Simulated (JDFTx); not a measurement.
An input for JDFTx (a modified build) (CaO, charge -1, multiplicity 2, CANDLE, water, 2 M KCl; bohr, hartree) and the course of its log:

```
lattice \
  17.4799666528 0.0000000000 0.0000000000 \
  0.0000000000 17.4799666528 0.0000000000 \
  0.0000000000 0.0000000000 20.7869873709
coords-type Cartesian
ion Ca 0.0512115780 -0.0277789740 -1.7415715965 0
ion O -0.0512115780 0.0277789740 1.7415715965 0
ion-species pseudo/ca_pbe_v1.upf
ion-species pseudo/o_pbe_v1.2.upf
elec-cutoff 20 100
elec-ex-corr gga-PBE
symmetries none
elec-n-bands 9
spintype z-spin
elec-initial-magnetization 1 yes
elec-initial-charge +1
electronic-scf nIterations 100 energyDiffThreshold 1e-8
fluid LinearPCM
pcm-variant CANDLE
fluid-solvent H2O
fluid-cation K+ 2
fluid-anion Cl- 2
fluid-minimize nIterations 400 knormThreshold 1e-11
dump-name s0.$VAR
dump End State Ecomponents EigStats BandEigs Forces ElecDensity IonicPositions FluidDebug
```

```
[one cycle in 5 is shown, and the last three; fluid-solver lines are left out]
SCF: Cycle:  0   Etot: -53.087003297553572   dEtot: -1.915e-02   |Residual|: 1.188e-01   |deigs|: 3.675e-03
SCF: Cycle:  5   Etot: -53.108328353978784   dEtot: -1.071e-03   |Residual|: 1.491e-02   |deigs|: 3.447e-03
SCF: Cycle: 10   Etot: -53.111039027485027   dEtot: -4.626e-04   |Residual|: 1.226e-02   |deigs|: 1.157e-03
SCF: Cycle: 15   Etot: -53.109594517001156   dEtot: +6.191e-04   |Residual|: 1.743e-02   |deigs|: 2.198e-04
SCF: Cycle: 20   Etot: -53.111302704268184   dEtot: -8.167e-04   |Residual|: 1.470e-02   |deigs|: 1.653e-03
SCF: Cycle: 25   Etot: -53.112422116847725   dEtot: +1.025e-04   |Residual|: 1.437e-02   |deigs|: 2.492e-04
SCF: Cycle: 30   Etot: -53.108032300308516   dEtot: +9.566e-04   |Residual|: 9.200e-03   |deigs|: 5.171e-04
SCF: Cycle: 35   Etot: -53.110310835837481   dEtot: +3.541e-04   |Residual|: 8.706e-03   |deigs|: 7.672e-04
SCF: Cycle: 40   Etot: -53.113371603383506   dEtot: -5.026e-05   |Residual|: 7.326e-03   |deigs|: 6.677e-05
SCF: Cycle: 45   Etot: -53.115984534546008   dEtot: -3.666e-03   |Residual|: 8.169e-03   |deigs|: 3.693e-03
SCF: Cycle: 50   Etot: -53.117015889222642   dEtot: -3.290e-03   |Residual|: 8.873e-03   |deigs|: 2.543e-03
SCF: Cycle: 55   Etot: -53.119449710677742   dEtot: -1.004e-03   |Residual|: 9.509e-03   |deigs|: 9.194e-04
SCF: Cycle: 60   Etot: -53.122665920716834   dEtot: -2.089e-03   |Residual|: 1.078e-02   |deigs|: 2.074e-03
SCF: Cycle: 65   Etot: -53.115547009691753   dEtot: +7.239e-04   |Residual|: 6.404e-03   |deigs|: 6.478e-04
SCF: Cycle: 70   Etot: -53.116761004514963   dEtot: +7.263e-04   |Residual|: 7.600e-03   |deigs|: 1.502e-03
SCF: Cycle: 75   Etot: -53.119103461899059   dEtot: -6.486e-04   |Residual|: 7.458e-03   |deigs|: 3.671e-04
SCF: Cycle: 80   Etot: -53.115233027380292   dEtot: +2.254e-03   |Residual|: 7.213e-03   |deigs|: 7.218e-04
SCF: Cycle: 85   Etot: -53.114961182213897   dEtot: +9.422e-05   |Residual|: 7.645e-03   |deigs|: 5.994e-04
SCF: Cycle: 90   Etot: -53.118216123147640   dEtot: +9.599e-03   |Residual|: 8.108e-03   |deigs|: 6.192e-03
SCF: Cycle: 95   Etot: -53.120003687914540   dEtot: -2.653e-03   |Residual|: 8.583e-03   |deigs|: 1.989e-03
SCF: Cycle: 97   Etot: -53.120774710495006   dEtot: -1.538e-03   |Residual|: 8.955e-03   |deigs|: 1.393e-03
SCF: Cycle: 98   Etot: -53.121060248341578   dEtot: -2.855e-04   |Residual|: 9.049e-03   |deigs|: 2.647e-04
SCF: Cycle: 99   Etot: -53.120106733340130   dEtot: +9.535e-04   |Residual|: 8.419e-03   |deigs|: 5.473e-04
SCF: None of the convergence criteria satisfied after 100 iterations.
IonicMinimize: Iter:   0  Etot: -53.120106733340130  |grad|_K:  0.000e+00
IonicMinimize: Converged (|grad|_K<1.000000e-04).
```

This run gave no converged result. The electronic loop ended without meeting its threshold, so the last energy, chemical potential and forces aren't results.
